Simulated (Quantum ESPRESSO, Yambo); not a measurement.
PbI2 (CdI2 type, space group P-3m1, No. 164): one geometry, one set of PBE (stringent potentials; pw.x of Quantum ESPRESSO, ONCV potentials, scalar-relativistic) orbitals, self-energies from Yambo (3×3×2 Γ-centred k mesh, bands 23 to 446 and a 12 Ry block in the screening, 446 bands in G with the Bruneval-Gonze terminator, plasmon pole fitted at 27.2 eV).

```
level                                                     gap A → A (eV)
--------------------------------------------------------  --------------
PBE (Quantum ESPRESSO)                                              2.26
exchange only (Hartree-Fock self-energy on PBE orbitals)               …
static COHSEX@PBE                                                   3.80
G0W0@PBE, plasmon pole                                                 …
```

Problem. Fill in the missing entries.

Solution. 
- exchange only (Hartree-Fock self-energy on PBE orbitals), gap A → A (eV): 7.80
- G0W0@PBE, plasmon pole, gap A → A (eV): 3.18

Bare exchange has no screening and gives the widest gap; static COHSEX screens it but leaves out the frequency dependence, which G0W0 restores.

Nearest settings tried, and what they do to the gap: 241 bands in G: -2 meV; 241 bands in W, 241 bands in G: -14 meV; 7 Ry block (287 vectors against 615): -61 meV. Not varied: mesh. So the settings aren't converged at that level. The k mesh is coarse.

Spin-orbit coupling is not included.

Geometry relaxed with PBEsol; primitive cell a = b = 4.537 Å, c = 7.066 Å, α = β = 90.00°, γ = 120.00°.
